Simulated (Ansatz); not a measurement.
Ansatz (an electronic-structure program) input:

Ansatz 0.2 input:
```yaml
crystal:
  lattice:
    - [0.0, 3.1581578616, 3.1581578616]
    - [3.1581578616, 0.0, 3.1581578616]
    - [3.1581578616, 3.1581578616, 0.0]
  atoms:
    - { symbol: Ta, position: [0.0, 0.0, 0.0] }
    - { symbol: W, position: [0.25, 0.25, 0.25] }
    - { symbol: W, position: [0.75, 0.75, 0.75] }
    - { symbol: W, position: [0.5, 0.5, 0.5] }
kpoints:
  mp_grid: { grid: [11, 11, 11] }
hamiltonian:
  xc: lda
  pseudopotentials: { kind: paw }
scf:
  occupations: { method: fermi_dirac, width: 0.1 }
phonons:
  method: dfpt
  response_accuracy: low
  eigenvectors: true
  rigid_motions: translations
```

Output (shortened):

```
Pseudopotential: Ta, paw, valence charge 13
Pseudopotential: W, paw, valence charge 14
Functional definition: SPW92
Crystal: 4 atoms, lattice volume = 62.999 Å³
Basis set: ecut = 420 eV, 1243 PW (Γ), exchange–correlation on 60×60×60 points (8 copies of the dense FFT grid, shifted against one another)
Bands: 33, of which v1, the nominal top of the filled ones, is band 28 counted from 1 (27 counted from 0)
Symmetry: 48 space group operations
k-points: 126 of 1331 (irreducible under 8 space group operations, time reversal used)
SCF iter   1: F=—  HF=-40072.568485 eV  |F-HF|=—  |Δ(HF+E_count)|=         —  Δρ=6.36e-3  dr2=2.36e-2  ethr=1.77e-3  ⟨swp⟩=4.6  Hψ=16204  notcnv=0
preconditioner: auto → Kerker (q_TF=auto, 2.667 Å⁻¹)
SCF iter   2: F=—  HF=-40072.564387 eV  |F-HF|=—  |Δ(HF+E_count)|=   4.10e-3  Δρ=3.75e-3  dr2=7.68e-3  ethr=4.29e-5  ⟨swp⟩=1.0  Hψ=5203  notcnv=0
SCF iter   3: F=—  HF=-40072.562406 eV  |F-HF|=—  |Δ(HF+E_count)|=   1.98e-3  Δρ=3.76e-4  dr2=5.61e-5  ethr=1.40e-5  ⟨swp⟩=2.0  Hψ=5498  notcnv=0
SCF iter   4: F=—  HF=-40072.562389 eV  |F-HF|=—  |Δ(HF+E_count)|=   1.69e-5  Δρ=4.72e-5  dr2=8.68e-7  ethr=1.02e-7  ⟨swp⟩=2.0  Hψ=6002  notcnv=0
SCF iter   5: F=—  HF=-40072.562388 eV  |F-HF|=—  |Δ(HF+E_count)|=   1.15e-6  Δρ=1.21e-5  dr2=3.84e-8  ethr=1.58e-9  ⟨swp⟩=2.0  Hψ=7008  notcnv=0
SCF iter   6: F=—  HF=-40072.562388 eV  |F-HF|=—  |Δ(HF+E_count)|=   3.29e-9  Δρ=1.96e-6  dr2=1.41e-9  ethr=6.98e-11  ⟨swp⟩=1.1  Hψ=4172  notcnv=0
SCF iter   7: F=—  HF=-40072.562388 eV  |F-HF|=—  |Δ(HF+E_count)|=  6.55e-11  Δρ=2.81e-7  dr2=3.00e-11  ethr=2.57e-12  ⟨swp⟩=2.1  Hψ=5663  notcnv=0
SCF iter   8: F=-40072.562388 eV  HF=-40072.562388 eV  |F-HF|=7.28e-12  |Δ(HF+E_count)|=  1.46e-11  Δρ=2.79e-8  dr2=4.66e-13  ethr=1.00e-12  ⟨swp⟩=5.8  Hψ=17426  notcnv=0
SCF 1 converged in 8 iterations: F = -40072.562388 eV  dr2 = 4.66e-13
DFPT response loops at Γ: preconditioner auto → Kerker (q_TF=auto, 2.667 Å⁻¹) (partly filled bands, converged f_vac=0.000) …
SCF converged after 8 iterations
Free energy (F): -40072.562388 eV
Harris-Foulkes:  -40072.562388 eV  (|F-HF|=7.28e-12)
Internal energy: -40072.510529 eV  (E = F + TS)
E sigma→0 (E₀):  -40072.536459 eV
Entropy (-TS):   -0.051858 eV (-12.965 meV/atom)
Fermi energy:    21.957916 eV
--- Per-component energies (eV) ---
  E_band       = -319.790550
  E_kinetic    = 1724.410804
  E_local      = -2285.462031  (includes V_loc(G=0)·N_el)
  E_nonlocal   = 41.209634
  E_hartree    = 817.025064
  E_xc         = -1014.561841
  E_vxc        = -924.221647  (∫ρ·V_xc dr)
  E_paw        = -33078.817446  (= ΣΔE_a)
  E_vpaw       = -509.777400  (= ΣTr[D̂ρ^β])
  E_aug_tail   = -0.000037  (compensation charges beyond the density's cutoff)
  E_ewald      = -6277.423038
  E_core_change = 1.108362  (= ΣΔE_core)
  E_smearing   = -0.051858  (= −TS)
  E_closure    = 0.000000  (closes the sum)
  Σ components = -40072.562388   (vs F -40072.562388, Δ=0.00e0)
  [band-id]    e_kinetic+e_local+e_nonlocal+2·e_hartree+e_vxc+e_vpaw+e_augmentation_tail = -319.790549   (vs E_band -319.790550, Δ=1.35e-6)
--- Band table (eV; the first three rows and the last of 126) ---
  k-point 0: bands = ["-51.7108", "-51.4775", "-51.4703", "-45.1651", "-16.1713", "-16.1713", "-16.1713", "-15.8927", "-15.8927", "-15.8927", "-15.4992", "-15.4992", "-15.4992", "-11.7591", "-11.7591", "-11.7591", "12.8353", "16.5476", "16.5476", "19.5503", …
  k-point 1: bands = ["-51.7089", "-51.4781", "-51.4716", "-45.1652", "-16.1843", "-16.1818", "-16.1818", "-15.8854", "-15.8854", "-15.8729", "-15.5046", "-15.4964", "-15.4964", "-11.7617", "-11.7581", "-11.7581", "12.9905", "16.6521", "16.6521", "18.9941", …
  k-point 2: bands = ["-51.7036", "-51.4799", "-51.4751", "-45.1656", "-16.2115", "-16.2071", "-16.2071", "-15.8693", "-15.8693", "-15.8182", "-15.5292", "-15.4884", "-15.4884", "-11.7670", "-11.7554", "-11.7554", "13.4377", "16.9570", "16.9570", "18.4207", …
  k-point 125: bands = ["-51.6748", "-51.4925", "-51.4912", "-45.1677", "-16.3929", "-16.2664", "-16.2042", "-15.9734", "-15.6745", "-15.6636", "-15.5385", "-15.5246", "-15.4595", "-11.7671", "-11.7561", "-11.7246", "16.5284", "16.9273", "16.9706", "17.0631", …
--- Phonons (Γ-DFPT): 3 representative perturbations + reference, on 126 of 1331 k-points (Σ response iterations 6) ---
  ASR residual: 1.361e-3 → 0.000e0 eV/Å²; symmetrization residual: 2.403e-4 eV/Å²
  ASR residual per site (eV/Å²): 1.36e-3 1.24e-3 1.24e-3 1.26e-3
  Γ frequencies (cm⁻¹): 0.00 0.00 0.00 179.29 179.29 179.29 179.56 179.56 179.56 206.60 206.60 206.60
  non-analytic LO–TO correction: not included (Born effective charges unavailable; polar crystals: no LO–TO splitting at Γ)
```

Cost: roughly 80 core-seconds on shared cores.

Space group Fm-3m. The first step of the workflow began from a Materials Project structure, measured or hypothetical; the Crystallography Open Database copy checked does not list it. With Ta and W taken as one species the cell has the higher symmetry Im-3m, so it may be an ordered model of a mixed-site phase. Whether it is the stable phase at ambient conditions was not checked. Symmetry was held in the LDA relaxation; whether a distortion lowers the energy is not shown. The run is not spin-polarised. As this level gives no gap, phonon frequencies hold no LO–TO term and depend on the k-mesh and smearing (Fermi–Dirac, 0.1 eV here). Spin–orbit coupling is left out wherever it is not named.

Potentials: the later of the program's two PAW sets.

Ansatz is a plane-wave DFT program.
